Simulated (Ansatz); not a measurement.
Ca₅Ir₂N₆ — ¹⁴N nuclear quadrupole resonance

Cell: a computed structure from the Materials Project (it need not be an observed phase), atoms as given.

Space group C2/c (No. 15); a = 10.0595, b = 6.7274, c = 12.4610 Å, β = 103.94°.

| site | Wyckoff | site symmetry | x | y | z |
| --- | --- | --- | --- | --- | --- |
| Ca1 | 4e | 2 | 0.5000 | 0.8744 | 0.7500 |
| Ca3 | 8f | 1 | 0.5597 | 0.2431 | 0.0008 |
| Ca7 | 8f | 1 | 0.1615 | 0.8774 | 0.7235 |
| Ir | 8f | 1 | 0.7681 | 0.0662 | 0.5531 |
| N15 | 8f | 1 | 0.6342 | 0.0391 | 0.6403 |
| N19 | 8f | 1 | 0.2911 | 0.9938 | 0.5953 |
| N23 | 8f | 1 | 0.9562 | 0.0395 | 0.6275 |

One atom of each set is listed; the run and its k-mesh use a cell of 26 atoms with edges of 6.05, 6.05, 12.46 Å.

Level of theory: DFT, r2SCAN, plane waves and PAW, scalar-relativistic, collinear spin, 500 eV cutoff, Γ-centred 6×6×3 k-points, Fermi–Dirac smearing 0.05 eV (Ansatz 0.2.0). Start moments as typed (μB): 1 on each Ir, none on the rest.

¹⁴N: I = 1, Q = 20.44 mb (year-2017 value). Static lattice, zero field.

Task: At which frequencies do the ¹⁴N NQR lines lie?

Result: For I = 1 the lines are ν± = (3/4)|C_Q|(1 ± η/3) and ν₀ = |C_Q|η/2.

| site | atoms | V_zz (10²¹ V/m²) | C_Q (MHz) | η | line frequencies (MHz) |
| --- | --- | --- | --- | --- | --- |
| N15 | 4 | -4.07 | -2.01 | 0.53 | 0.535, 1.24, 1.78 |
| N19 | 4 | 1.56 | 0.769 | 0.87 | 0.333, 0.410, 0.743 |
| N23 | 4 | -3.57 | -1.76 | 0.41 | 0.362, 1.14, 1.50 |

The largest force is 0.8 eV/Å, so the atoms aren't at the calculated equilibrium and relaxing them would move these values. The program didn't check the stability of this electronic state in full, so a lower one may lie near. With no gap above 0.1 eV, as in a metal, the gradients converge slowly in k; expect changes of a tenth or more on a denser mesh. Without spin–orbit coupling the gradients at and beside Ir can be off by some per cent, at some sites by more. Semilocal functionals make gaps too small and can close them, so the real compound need not be a metal. The start moments die out, and the run ends without spin.
